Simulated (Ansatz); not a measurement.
BiAs, one cell by several methods

```yaml
crystal:
  lattice:
    - [4.96623, 0.00000, 0.00000]
    - [-2.48311, 4.30088, 0.00000]
    - [0.00000, 0.00000, 6.40788]
  atoms:
    - { symbol: As, position: [0.33333, 0.66667, 0.97259] }
    - { symbol: As, position: [0.66667, 0.33333, 0.47259] }
    - { symbol: Bi, position: [0.33333, 0.66667, 0.40341] }
    - { symbol: Bi, position: [0.66667, 0.33333, 0.90341] }
```

Atoms are numbered in the order listed.

The structure comes from a relaxation in the same program, started in the wurtzite type. Whether it is a known phase or the ground state wasn't checked. The listed cell was then made from it by scaling, straining or moving an atom.

No spin–orbit coupling, which matters for the heavy atoms here.

Methods: DFT, PBEsol, PAW with Ansatz's default frozen-core files, scalar-relativistic (Ansatz 0.2.0); DFT, PBEsol, all-electron LAPW, scalar-relativistic (Ansatz 0.2.0).

For PAW: a Γ-centred 10×10×6 k mesh, Fermi–Dirac smearing of 0.08 eV, cutoff 420 eV, no spin polarisation; the PAW files were made with PBE, and the program remakes their frozen cores for this functional. LAPW targets a basis error of 0.5 meV/atom. The Ansatz runs share mesh, smearing and spin set-up. Plane-wave (PAW) pressures include the program's estimate of the Pulay term.

Stress and pressure are positive in compression.

The cell's volume is scaled by 0.96.

```json
{"quantity": "pressure (GPa)", "PAW": "-0.24", "LAPW": "-0.22"}
{"quantity": "stress xx (GPa)", "PAW": "-0.15", "LAPW": "-0.14"}
{"quantity": "stress zz (GPa)", "PAW": "-0.41", "LAPW": "-0.40"}
{"quantity": "force on As1, z (eV/Å)", "PAW": "-0.086", "LAPW": "-0.087"}
{"quantity": "force on Bi3, z (eV/Å)", "PAW": "0.086", "LAPW": "0.087"}
```

PAW's pressure differs from the LAPW value by about 0.01 GPa or less.
